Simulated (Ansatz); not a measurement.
The relaxed structure here is a generated cell of SrTiO3: the first start was made by placing the elements on the sites of a structure type, and the end was not matched to a known phase here, so it may be hypothetical. Known forms of SrTiO3 include space group No. 221.

A relaxed structure of SrTiO3. Space group R-3c (No. 167), AFLOW prototype ABC3_hR10_167_a_b_e (as in LiNbO3). These are PBE (plane waves to 420 eV, PAW, scalar-relativistic; Ansatz, a program for electronic structure) values and carry that method's errors.

Space group R-3c, hexagonal axes (No. 167); a = b = 5.568 Å, c = 13.612 Å, α = β = 90.00°, γ = 120.00°

```tsv
atom	site	symmetry	x	y	z
Sr	6a	32	0.0000	0.0000	0.2500
Ti	6b	-3.	0.0000	0.0000	0.0000
O	18e	.2	0.5242	0.5242	0.2500
```
(The calculation used a cell of 10 atoms; values per cell refer to that cell.)

Problem. Give the band gap at the level PBE.

Solution. 1.95 eV, direct (no spin-orbit coupling).

No spin polarisation in the result.

The run could not lose the symmetry of its start: the end is stationary, and may be a saddle point rather than a minimum.
